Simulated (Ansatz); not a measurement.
Q: Name crystals whose computed values (r²SCAN (plane waves, PAW; program Ansatz)) fall in these windows: B₀ by P(V) fit (GPa) 14 to 20; electron conductivity mass (mₑ) 0.10 to 0.13; gap (eV) 0.56 to 0.72.

A: 

```csv
crystal,B₀ by P(V) fit (GPa),electron conductivity mass (mₑ),gap (eV)
"CsSnI3, P4/mbm (Cs on 2d, Sn on 2b, I on 4h, I on 2a)",16.9,0.11,0.61
```
Others may fit too.

Not the usual ambient phase: CsSnI3, P4/mbm (Cs on 2d, Sn on 2b, I on 4h, I on 2a). The cell was relaxed under the symmetry of its start. Spin–orbit coupling is left out wherever it is not named.

Potentials: the later of the program's two PAW sets.
